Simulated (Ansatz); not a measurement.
SiGe (Pmma) was relaxed and computed twice in Ansatz (plane waves, PAW), once with PBE and once with PBEsol.

```csv
,run 1,run 2
cell,"a = 3.9198 Å, b = 3.9257 Å, c = 5.5342 Å, α = β = γ = 90.00°","a = 3.9596 Å, b = 3.9662 Å, c = 5.5958 Å, α = 90.00°, β = 90.00°, γ = 90.00°"
gap (eV),0.27,0.27
ΔH_f (eV/atom),0.01,0.02
B₀ by P(V) fit (GPa),81.0,74.1
electron conductivity mass (mₑ),0.41,0.097
```

**Question.** Which run used which functional?

**Answer.** Run 1 is PBEsol, run 2 is PBE.

Typed or built starts, not in the databases checked: SiGe, Pmma (Si on 2e, Ge on 2f). All cells were relaxed under the symmetry of their starts (and spin orders); stability against distortions was not tested throughout. Spin–orbit coupling is left out wherever it is not named.

Potentials: the later of the program's two PAW sets.

Ansatz (a program for electronic structure) is a plane-wave DFT program.

Formation energies count from the lowest solids of the elements computed at the same level, not from gases.
